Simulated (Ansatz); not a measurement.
**Li₁₃P₄N₁₀Cl₃: a run for the field gradients**

```yaml
crystal:
  lattice:
    - [0.0, 6.96605, 6.96605]
    - [6.96605, 0.0, 6.96605]
    - [6.96605, 6.96605, 0.0]
  atoms:
    - { symbol: Li, position: [0.3582, 0.3582, 0.6418] }
    - { symbol: Li, position: [0.6418, 0.6418, 0.3582] }
    - { symbol: Li, position: [0.6418, 0.3582, 0.3582] }
    - { symbol: Li, position: [0.3582, 0.6418, 0.6418] }
    - { symbol: Li, position: [0.3582, 0.6418, 0.3582] }
    - { symbol: Li, position: [0.6418, 0.3582, 0.6418] }
    - { symbol: Li, position: [0.6133, 0.1289, 0.1289] }
    - { symbol: Li, position: [0.8711, 0.8711, 0.3867] }
    - { symbol: Li, position: [0.1289, 0.6133, 0.1289] }
    - { symbol: Li, position: [0.8711, 0.8711, 0.8711] }
    - { symbol: Li, position: [0.1289, 0.1289, 0.1289] }
    - { symbol: Li, position: [0.8711, 0.3867, 0.8711] }
    - { symbol: Li, position: [0.1289, 0.1289, 0.6133] }
    - { symbol: Li, position: [0.3867, 0.8711, 0.8711] }
    - { symbol: Li, position: [0.5, 0.5, 0.8682] }
    - { symbol: Li, position: [0.8682, 0.1318, 0.5] }
    - { symbol: Li, position: [0.5, 0.5, 0.1318] }
    - { symbol: Li, position: [0.1318, 0.8682, 0.5] }
    - { symbol: Li, position: [0.8682, 0.5, 0.5] }
    - { symbol: Li, position: [0.5, 0.8682, 0.1318] }
    - { symbol: Li, position: [0.1318, 0.5, 0.5] }
    - { symbol: Li, position: [0.5, 0.1318, 0.8682] }
    - { symbol: Li, position: [0.8682, 0.5, 0.1318] }
    - { symbol: Li, position: [0.5, 0.8682, 0.5] }
    - { symbol: Li, position: [0.1318, 0.5, 0.8682] }
    - { symbol: Li, position: [0.5, 0.1318, 0.5] }
    - { symbol: P, position: [0.3223, 0.3223, 0.3223] }
    - { symbol: P, position: [0.9669, 0.6777, 0.6777] }
    - { symbol: P, position: [0.3223, 0.3223, 0.0331] }
    - { symbol: P, position: [0.6777, 0.9669, 0.6777] }
    - { symbol: P, position: [0.0331, 0.3223, 0.3223] }
    - { symbol: P, position: [0.6777, 0.6777, 0.6777] }
    - { symbol: P, position: [0.3223, 0.0331, 0.3223] }
    - { symbol: P, position: [0.6777, 0.6777, 0.9669] }
    - { symbol: "N", position: [0.8375, 0.3875, 0.3875] }
    - { symbol: "N", position: [0.6125, 0.6125, 0.1625] }
    - { symbol: "N", position: [0.3875, 0.8375, 0.3875] }
    - { symbol: "N", position: [0.6125, 0.6125, 0.6125] }
    - { symbol: "N", position: [0.3875, 0.3875, 0.3875] }
    - { symbol: "N", position: [0.6125, 0.1625, 0.6125] }
    - { symbol: "N", position: [0.3875, 0.3875, 0.8375] }
    - { symbol: "N", position: [0.1625, 0.6125, 0.6125] }
    - { symbol: "N", position: [0.6136, 0.6136, 0.8864] }
    - { symbol: "N", position: [0.1136, 0.1136, 0.3864] }
    - { symbol: "N", position: [0.8864, 0.8864, 0.6136] }
    - { symbol: "N", position: [0.3864, 0.3864, 0.1136] }
    - { symbol: "N", position: [0.8864, 0.6136, 0.6136] }
    - { symbol: "N", position: [0.3864, 0.1136, 0.1136] }
    - { symbol: "N", position: [0.6136, 0.8864, 0.8864] }
    - { symbol: "N", position: [0.1136, 0.3864, 0.3864] }
    - { symbol: "N", position: [0.1136, 0.3864, 0.1136] }
    - { symbol: "N", position: [0.6136, 0.8864, 0.6136] }
    - { symbol: "N", position: [0.3864, 0.1136, 0.3864] }
    - { symbol: "N", position: [0.8864, 0.6136, 0.8864] }
    - { symbol: Cl, position: [0.8166, 0.8166, 0.1834] }
    - { symbol: Cl, position: [0.1834, 0.1834, 0.8166] }
    - { symbol: Cl, position: [0.1834, 0.8166, 0.8166] }
    - { symbol: Cl, position: [0.8166, 0.1834, 0.1834] }
    - { symbol: Cl, position: [0.8166, 0.1834, 0.8166] }
    - { symbol: Cl, position: [0.1834, 0.8166, 0.1834] }
kpoints:
  mp_grid: { grid: [4, 4, 4] }
scf:
  occupations: { method: fermi_dirac, width: 0.3 }
  n_extra_bands: 0
  max_iter: 75
hamiltonian:
  xc: pbe
  pseudopotentials: { kind: paw }
output:
  forces: true
  stress: true
  populations: true
  efg:
    quadrupole_moments_barn: { Li: -0.0401, "N": 0.02044, Cl: -0.08112 }
    contact_densities: true
```

```sh
ansatz run input.yaml --threads 1 --pin off --max-ram 3072MiB --backend cpu --events-out ev --progress --plain --runs-dir out
```

Question: What happens when this input is run?

Answer: The program refused the input. The input holds no extra empty bands under a smearing of 0.3 eV. The program says:

```
Error: inconsistent input (scf.n_extra_bands, scf.occupations.method): n_bands = 130 leaves no empty band above the 130 bands per channel that the deck's 260 electrons occupy, and the occupations search for the Fermi level (a smearing at a finite width, or tetrahedra): a level found among occupied bands alone can fill a metal as an insulator; raise scf.n_extra_bands until at least 131 bands are solved (omitted, it auto-derives to 205) (see scf.n_extra_bands in the input reference)
```

Against a sound input the change was `scf.n_extra_bands`: not typed → 0; `scf.occupations`: {method: fermi_dirac, width: 0.02} → {method: fermi_dirac, width: 0.3}; `scf.max_iter`: not typed → 75.

With the sound settings the run converges and gives V_zz (10²¹ V/m²) Li1 0.29 (η 0.00), Li7 -0.067 (η 0.00), Li15 0.32 (η 0.45), P -5.28 (η 0.00), N35 3.27 (η 0.00), N43 4.25 (η 0.52), among others; a site carries the number of its first atom in the input. The largest force is 0.3 eV/Å, so the atoms aren't at the calculated equilibrium and relaxing them would move these values. With these PAW files V_zz is typically within 2 to 3 % of all-electron values, but misses above 10 % occur on Li.
